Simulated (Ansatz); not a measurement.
MgBr2 (CdI2 type)

```xyz
3
Lattice="3.8279 0.0000 0.0000 -1.9139 3.3150 0.0000 0.0000 0.0000 6.2617" Properties=species:S:1:pos:R:3 pbc="T T T"
Mg     0.0000     0.0000     0.0000
Br     0.0000     2.2100     1.4994
Br     1.9139     1.1050     4.7623
```

The slice is a (1 -1 0 0) plane (indices of the conventional cell) through the point (0.333, 0.667, 0.239) (fractional), spanned by u = [110] and v = [001] in vectors of this cell: u (3.83 Å) and v (6.26 Å, at 90° to u). It covers one period; positions are fractions (u, v).

These are r2SCAN+rVV10 (plane waves to 500 eV, PAW, scalar-relativistic; Ansatz, a first-principles code) values and carry that method's errors. k mesh 10×10×6. Near the nuclei the fields are pseudised (PAW); where an atom keeps semicore shells as valence, they peak there. MgBr2 was relaxed with its symmetry unable to fall.

Problem. Sketch the valence electron density on this plane as a map.

Solution. 
```
|*#@@@%#*=---=*#%@@@#|
|%@@@@%#+=---=+#%@@@@|
|@@@@%#*+=---=+*#%@@@|
|@@@%%#*+=---=+*#%%@@|
|%%%##*+=-----=+*##%%|
|##***+==-----==+***#|
|+++++==-------==++++|
|=====--=======--====|
|------====+====-----|
|::::--==+++++==--:::|
|..::-==+*****+==-::.|
|..::-=+***#***+=-::.|
|..::-=+*#####*+=-::.|
|..:--=+*#####*+=--:.|
|..::-++*#####*++-::.|
|...:-=+*#####*+=-:..|
| ..:-=+**###**+=-:..|
|  .:--=+*****+=--:. |
|   .:-==+++++==-:.  |
|   ..:--=====--:..  |
|    ..::-----::..   |
|    ....:::::....   |
|:::...............::|
|---::..       ..::--|
|++==-::.     .::-==+|
|#**++=-:.   .:-=++**|
|%%##*+=-.. ..-=+*##%|
|@@@%#*+-:...:-+*#%@@|
|@@@@%#*=-:.:-=*#%@@@|
|@@@@@%*+-:::-+*%@@@@|
|*#@@@%#+=-:-=+#%@@@#|
|-*%@@%#*=---=*#%@@%*|
```
Scale: ten equal steps from -1.86 (start of ' ') to 0.08 (end of '@'), in the order ' .:-=+*#%@'. Values: log₁₀ of the valence density in e/Å³. The map has 20 points along u (one character each, u = 0 at the left) and 32 along v (v = 0 in the bottom row). The scale is logarithmic, as a density can span decades between atoms and voids.
